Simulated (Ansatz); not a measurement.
ZrB2:
```
ZrB2
1.0
   -1.73151     1.73151     3.15938
    1.73151    -1.73151     3.15938
    1.73151     1.73151    -3.15938
Zr B
1 2
Direct
  0.00000   0.00000   0.00000
  0.37678   0.37678   0.00000
  0.62322   0.62322   0.00000
```

Relaxed with PBE. Special points in fractions of this cell's reciprocal vectors: Γ (0.000, 0.000, 0.000); X (0.000, 0.000, 0.500); P (0.250, 0.250, 0.250); N (0.000, 0.500, 0.000); M (0.500, 0.500, -0.500); S (0.325, 0.675, -0.325); S0 (-0.325, 0.325, 0.325); R (-0.150, 0.150, 0.500); G (0.500, 0.500, -0.150).

Q: List the band energies nearest the Fermi level at these points for the program Ansatz at the PBE level (PAW).

A: In eV from the Fermi level; about four levels below and three above (degenerate sets whole), none deeper than 8.9 eV; points with the same levels are listed once.

```csv
k,below,above
Γ,-4.00 -0.31 -0.31 -0.07,0.59 1.21 1.21
X,-3.06 -3.06 -1.83 -1.72 -0.37,1.94 4.86 5.49
P,-8.72 -3.46 -3.11 -3.11,0.58 0.78 0.78
N,-5.87 -2.97 -2.37 -1.07,2.49 2.94 4.33
M,-5.36 -1.02 -0.48 -0.48,0.32 3.15 3.39 3.39
S,-4.88 -4.15 -2.09 -0.88,2.86 3.05 3.71
R,-4.20 -2.97 -2.17 -1.25,0.31 2.21 4.25
```

Space group I4/mmm (MoSi2 or CaC2 type). The cell is a constructed one: a structure type filled with these elements; neither database checked (COD, Materials Project) lists it. It is not the phase usual at ambient conditions (space group No. 191). The cell was relaxed with PBE under the symmetry of its start; whether a distortion lowers the energy is not shown. No spin polarisation was allowed. Spin–orbit coupling is left out wherever it is not named.

Potentials: the later of the program's two PAW sets.
